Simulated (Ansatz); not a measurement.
Hf:
```
Hf
1.0
    3.19399     0.00000     0.00000
   -1.59700     2.76608     0.00000
    0.00000     0.00000     5.03902
Hf
2
Cartesian
  0.00000   1.84405   3.77927
  1.59700   0.92203   1.25976
```

Relaxed with r²SCAN+D4. Special points in fractions of this cell's reciprocal vectors: Γ (0.000, 0.000, 0.000); M (0.500, 0.000, 0.000); K (0.333, 0.333, 0.000); A (0.000, 0.000, 0.500); L (0.500, 0.000, 0.500); H (0.333, 0.333, 0.500).

Problem. List the band energies nearest the Fermi level at these points for plane-wave PAW r²SCAN+D4 (Ansatz code).

Solution. In eV from the Fermi level; about four levels below and three above (degenerate sets whole), none deeper than 8.9 eV; points with the same levels are listed once.

```csv
k,below,above
Γ,-7.78 -3.88,0.47 1.29 1.29
M,-3.52 -2.90 -2.36 -1.02,0.92 0.93 1.82
K,-2.24 -1.98 -1.98 -1.61,0.43 0.43 2.24
A,-5.70 -5.70,0.14 0.14 1.18 1.18 1.18 1.18
L,-3.57 -3.57 -1.05 -1.05,1.11 1.11 2.86 2.86
H,-1.60 -1.60 -0.34 -0.34,2.77 2.77 5.34 5.34
```

Space group P6_3/mmc (hcp (Mg type)). The cell was relaxed with r²SCAN+D4 under the symmetry of its start. The run is not spin-polarised. The pairwise dispersion correction was not fitted to metals. Spin–orbit coupling is left out wherever it is not named.

Potentials: the later of the program's two PAW sets.
